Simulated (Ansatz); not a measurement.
A trial cell of TaSi2 was relaxed with PBEsol (plane waves to 420 eV, PAW, scalar-relativistic; Ansatz, a quantum-chemistry and plane-wave program).

Before: P321 (No. 150), hP9; a = 6.3861 Å, b = 6.3861 Å, c = 3.7662 Å, α = 90.00°, β = 90.00°, γ = 120.00°.

After relaxation:

Simulated powder pattern, Cu Kα, λ = 1.54184 Å (kinematic, ideal powder, no thermal factors, no anomalous dispersion; the 24 strongest lines at most, above 1 %, up to 2θ = 90°):

```tsv
2θ (°)	I/Imax (%)
25.41	100
26.63	4.5
30.50	63
37.14	18
39.25	1.9
40.10	51
44.77	46
48.07	51
52.18	17
52.86	3.8
54.86	9.9
59.53	3.4
61.39	19
61.65	16
67.78	4.4
71.15	15
73.41	22
73.65	19
77.47	4.0
79.12	10
82.55	6.3
84.95	7.0
89.26	3.6
```

Task: Identify the relaxed structure from its pattern: crystal system, space group and cell.

Result: Hexagonal, P-62m (No. 189), hP9, AFLOW prototype A2B_hP9_189_fg_bc (C22, as in Fe2P); a = 7.0118 Å, b = 7.0118 Å, c = 3.3472 Å, α = 90.00°, β = 90.00°, γ = 120.00°. Sites: Si 3f (0.272, 0.272, 0.000); Si 3g (0.618, 0.618, 0.500); Ta 1b (0.000, 0.000, 0.500); Ta 2c (0.333, 0.667, 0.000).

Task: Index the strongest lines.

Result: 25.41° (1 1 -2 0), 30.50° (1 0 -1 1), 40.10° (2 0 -2 1), 44.77° (3 0 -3 0), 48.07° (2 1 -3 1).

No spin polarisation in the result. The relaxed primitive cell holds an odd number of electrons. A magnetic state may lie lower.

The run could not lose the symmetry of its start, so the end can be a saddle point.

The relaxed structure here is a generated cell of TaSi2: the first start was made by placing the elements on the sites of a structure type, and the end was not matched to a known phase here, so it may be hypothetical. Known forms of TaSi2 include space group No. 181.
